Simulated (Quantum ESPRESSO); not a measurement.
CdBr2 has the trigonal space group R-3m, hexagonal axes (No. 166), Pearson symbol hR3. Lattice parameters: a = b = 3.9972 Å, c = 18.9135 Å, α = β = 90.00°, γ = 120.00°. Br on 6c is surrounded by 3 Cd at 2.795 Å (trigonal pyramidal). Cd on 3a is coordinated by 6 Br at 2.795 Å (octahedral). (Neighbours: up to the widest gap in distance over summed covalent radii, below 1.35, at either atom; cation-cation contacts left out.)
(The calculation used a cell of 3 atoms; values per cell refer to that cell.)

Cell and atoms were relaxed with PBE+D3(BJ) from Materials Project entry mp-568690, within its symmetry.

**Question.** What does norm-conserving PBEsol (Quantum ESPRESSO, 102 Ry, without SOC) give for the electronic structure near the Fermi level?

**Answer.** The PBEsol gap is indirect, 2.63 eV, from 55 % of the way from Γ to X to Γ; the smallest direct gap is 2.81 eV. Spin-orbit splittings are left out.
